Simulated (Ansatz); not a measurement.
Zone-centre modes in Si

Theory: Ansatz 0.2.0, DFT r2SCAN, scalar-relativistic, plane waves, PAW. Cutoff 500 eV, Γ-centred 12×12×8 k-points, Gaussian smearing of 0.05 eV. No spin polarisation.

Zero of the scan (relaxed at this level):

```
Si
1.0
     0.00000   -2.72211   -2.72211
    -2.72211    0.00000   -2.72211
     2.72211    2.72211   -5.44421
Si
4
Cartesian
  0.0000 0.0000 -8.1663
  0.0000 0.0000 -2.7221
  1.3611 1.3611 -6.8053
  -1.3611 -1.3611 -6.8053
```

Harmonic modes by finite displacements of 0.02 Å, without the LO–TO term. The cell doubles the primitive one, so its zone centre also holds the primitive cell's point q = (0, 0, 1/2).

Q: At this geometry, is the structure stable against these modes?

A: Yes: no mode is imaginary beyond 10 cm⁻¹, and only the three translations lie near zero.

Q: List the wavenumbers in cm⁻¹.

A: 0, 0, 0, 118, 118, 384, 414, 492, 492, 518, 518, 518.

Cost: 1 run of about 4.9 core-minutes, on Arm Neoverse V2 (shared hosts).